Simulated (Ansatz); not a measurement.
## Time and memory for Ga₄SnS₇

```yaml
crystal:
  lattice:
    - [7.269, 0.0, 0.0]
    - [0.0, 6.361, 0.0]
    - [-3.5356886885, 0.0, 11.8935852247]
  atoms:
    - { symbol: Ga, position: [0.37694, 0.42246, 0.33157] }
    - { symbol: Ga, position: [0.37694, 0.57754, 0.83157] }
    - { symbol: Ga, position: [0.63305, 0.92434, 0.32399] }
    - { symbol: Ga, position: [0.63305, 0.07566, 0.82399] }
    - { symbol: Ga, position: [0.49941, 0.75118, 0.56557] }
    - { symbol: Ga, position: [0.49941, 0.24882, 0.06557] }
    - { symbol: Ga, position: [0.12557, 0.9373, 0.32184] }
    - { symbol: Ga, position: [0.12557, 0.0627, 0.82184] }
    - { symbol: Sn, position: [0.97536, 0.61994, 0.51941] }
    - { symbol: Sn, position: [0.97536, 0.38006, 0.01941] }
    - { symbol: S, position: [0.08686, 0.2716, 0.25932] }
    - { symbol: S, position: [0.08686, 0.7284, 0.75932] }
    - { symbol: S, position: [0.73497, 0.9353, 0.51663] }
    - { symbol: S, position: [0.73497, 0.0647, 0.01663] }
    - { symbol: S, position: [0.60834, 0.2634, 0.26093] }
    - { symbol: S, position: [0.60834, 0.7366, 0.76093] }
    - { symbol: S, position: [0.34244, 0.7551, 0.25035] }
    - { symbol: S, position: [0.34244, 0.2449, 0.75035] }
    - { symbol: S, position: [0.21707, 0.9308, 0.51492] }
    - { symbol: S, position: [0.21707, 0.0692, 0.01492] }
    - { symbol: S, position: [0.85827, 0.7348, 0.27548] }
    - { symbol: S, position: [0.85827, 0.2652, 0.77548] }
    - { symbol: S, position: [0.4936, 0.4135, 0.51695] }
    - { symbol: S, position: [0.4936, 0.5865, 0.01695] }
kpoints:
  mp_grid: { grid: [4, 5, 3] }
scf:
  occupations: { method: fermi_dirac, width: 0.02 }
hamiltonian:
  xc: pbe
  pseudopotentials: { kind: paw }
output:
  forces: true
  stress: true
  populations: true
  efg:
    quadrupole_moments_barn: { Ga: 0.107, Sn: -0.132, S: -0.0694 }
    contact_densities: true
```

The quadrupole moment typed for Sn is that of the 23.9 keV Mössbauer state of ¹¹⁹Sn; the ground state has I = 1/2 and no quadrupole moment.

```sh
ansatz run input.yaml --threads 2 --pin off --max-ram 5120MiB --backend cpu --events-out ev --progress --plain --runs-dir out
```

It runs on 2 threads of Intel Xeon Processor @ 2.50GHz (Skylake/Cascade Lake) (x86_64; 62 cores open to the job, memory cap 5.0 GiB, no GPU), a shared host with a load of 0.8 a core.

(1) Estimate the wall time and the peak memory.

Results:

(1) About 2.8 min of wall time (5.5 min of CPU time) and 1.9 GiB. The run holds 216 valence electrons in 132 bands, about 10733 plane waves a k-point and 21 irreducible k-points, and took 8 SCF iterations. Times on a shared host vary by tens of per cent.
